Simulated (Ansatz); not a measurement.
The calculation used DFT PBE, scalar-relativistic, plane waves, PAW (Ansatz). Settings: cutoff 420 eV, Γ-centred meshes spaced at most about 0.3 Å⁻¹, and about 0.25 Å⁻¹ or finer for metals (2π included), Gaussian smearing. Collinear spin in cells that started with moments and kept them past the coarse steps, no spin elsewhere.

Temperature and zero-point effects are left out.

Two forms of HfVS3 were relaxed alike.

A. (site moments Hf 0.4; V 1.0 μB)

```yaml
crystal:
  lattice:
    - [2.98385, -3.43290, 0.00000]
    - [2.98385, 3.43290, 0.00000]
    - [0.00000, 0.00000, 4.51070]
  atoms:
    - { symbol: Hf, position: [0.00000, 0.00000, 0.50000] }
    - { symbol: V, position: [0.50000, 0.50000, 0.00000] }
    - { symbol: S, position: [0.50000, 0.50000, 0.50000] }
    - { symbol: S, position: [0.50000, 0.00000, 0.00000] }
    - { symbol: S, position: [0.00000, 0.50000, 0.00000] }
```

B. (site moments Hf 0.1; V 0.7; S 0.9 μB)

```yaml
crystal:
  lattice:
    - [4.44632, 0.00000, 0.00000]
    - [-2.22316, 3.85063, 0.00000]
    - [0.00000, 0.00000, 7.41174]
  atoms:
    - { symbol: Hf, position: [0.00000, 0.00000, 0.50000] }
    - { symbol: V, position: [0.33333, 0.66667, 0.50000] }
    - { symbol: S, position: [0.33333, 0.66667, 0.78409] }
    - { symbol: S, position: [0.33333, 0.66667, 0.21591] }
    - { symbol: S, position: [0.00000, 0.00000, 0.00000] }
```

Question: Which form is favoured at zero pressure, and by what margin per atom?

Answer: A is lower, by 0.97 eV/atom. A has space group Cmmm (No. 65), 18.5 Å³/atom and no gap on its mesh; B has space group P-6m2 (No. 187), 25.4 Å³/atom and no gap. Counting S atoms around Hf and V (those within 1.25 times the shortest such distance or 1.15 times the sum of covalent radii; a plus sign parts nearer from farther groups; the shortest distance is added where it is long for a bond), A has Hf 12, V 6 and B has Hf 6+2 from 3.3 Å, V 2. The denser one is the lower, and pressure would at first widen the difference. Both come from invented guesses. A third cell relaxed alike, in P4/mmm, lies 0.54 eV/atom below the lower of the two.

Spin–orbit coupling, which can matter for Hf, is left out. No Hubbard U is applied to the 3d shell of V. Another magnetic order may lie lower. Cells relaxed within their symmetry can be saddle points.
